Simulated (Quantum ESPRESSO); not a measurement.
Field gradients of HfSiO4 from the PAW reconstruction of the field gradient on a scalar-relativistic PBE ground state (a modified build of Quantum ESPRESSO, JTH datasets), 22.5 Ha, k-mesh 5×5×5 through Γ:

```yaml
crystal:
  lattice:
    - [-3.27670, 3.27670, 2.98224]
    - [3.27670, -3.27670, 2.98224]
    - [3.27670, 3.27670, -2.98224]
  atoms:
    - { symbol: Hf, position: [0.00000, 0.00000, 0.00000] }
    - { symbol: Hf, position: [0.75000, 0.25000, 0.50000] }
    - { symbol: Si, position: [0.25000, 0.75000, 0.50000] }
    - { symbol: Si, position: [0.50000, 0.50000, 0.00000] }
    - { symbol: O, position: [0.13409, 0.31920, 0.81489] }
    - { symbol: O, position: [0.06920, 0.75431, 0.68511] }
    - { symbol: O, position: [0.50431, 0.31920, 0.18511] }
    - { symbol: O, position: [0.06920, 0.38409, 0.31489] }
    - { symbol: O, position: [0.61591, 0.93080, 0.68511] }
    - { symbol: O, position: [0.68080, 0.86591, 0.18511] }
    - { symbol: O, position: [0.24569, 0.93080, 0.31489] }
    - { symbol: O, position: [0.68080, 0.49569, 0.81489] }
```
The cell comes from the Materials Project (a computed structure). It is HfSiO4 in I4₁/amd; whether this form has been observed was not checked. Stability against distortions was not tested. The run has no spin polarisation.

Vzz is the sum of three terms, each taken along its main axis: the smooth valence density, the ions (nucleus and frozen core) with the augmentation charges of all other spheres, and the all-electron minus smooth density in the atom's own sphere. The split hangs on the datasets.  Cores are frozen. Against all-electron runs on small test molecules, this scheme's |Vzz| missed by −6 % on Si, −2 to +6 % on O. Hf had no test against all-electron runs. Spin–orbit coupling is left out, a limit on Hf.

| site | smooth valence density | ions and other spheres | own sphere | Vzz (a.u.) |
|---|---|---|---|---|
| Hf (atoms 1, 2) | -0.017 | 0.018 | (withheld) | (withheld) |
| Si (atoms 3, 4) | -0.326 | 0.301 | (withheld) | (withheld) |
| O (atoms 5, 6, 7, 8, 9, 10, …) | -0.218 | 0.348 | (withheld) | (withheld) |

Q: What belongs in the gaps?

A: 
- Hf (atoms 1, 2), own sphere: 1.464
- Hf (atoms 1, 2), Vzz (a.u.): 1.466
- Si (atoms 3, 4), own sphere: -0.192
- Si (atoms 3, 4), Vzz (a.u.): -0.217
- O (atoms 5, 6, 7, 8, 9, 10, …), own sphere: 0.344
- O (atoms 5, 6, 7, 8, 9, 10, …), Vzz (a.u.): 0.475
